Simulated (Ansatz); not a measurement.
Lu2Al3Fe: what a change of basis.ecutwfc does

Level of theory: PBEsol, collinear spin, scalar-relativistic; Ansatz, plane waves to 420 eV (PAW set soft_2), k-mesh 9×9×9. These are the settings of the reference run.

Cell:

```yaml
crystal:
  lattice:
    - [2.68682, 1.55124, 4.22526]
    - [-2.68682, 1.55124, 4.22526]
    - [0.00000, -3.10248, 4.22526]
  atoms:
    - { symbol: Al, position: [0.00000, 0.50000, 0.00000] }
    - { symbol: Al, position: [0.50000, 0.00000, 0.00000] }
    - { symbol: Al, position: [0.00000, 0.00000, 0.50000] }
    - { symbol: Fe, position: [0.00000, 0.00000, 0.00000] }
    - { symbol: Lu, position: [0.62644, 0.62644, 0.62644] }
    - { symbol: Lu, position: [0.37356, 0.37356, 0.37356] }
```

The reference run of this cell is solved again as a single point with these keys changed:

| key | reference run | changed run |
| --- | --- | --- |
| basis.ecutwfc | 420 | 14.7 Ry |

Question: Does this change matter?

Answer: 

| quantity | reference run | changed run |
| --- | --- | --- |
| energy, changed less reference (meV an atom) | 0 | 5422.3 |
| pressure (GPa) | 0.0 | 3.2 |
| largest force (eV/Å) | 0.00 | 0.11 |
| gap on the mesh (eV) | 0.00 | 0.00 |
| moment of the cell (μB) | 1.71 | 1.97 |

The energy moves by 5422 meV an atom (32.53 eV for the cell). It took 16 iterations.

Caveats: a single point, atoms not relaxed again; the changed cutoff lies under the advised one, so the shift is an error of the basis.
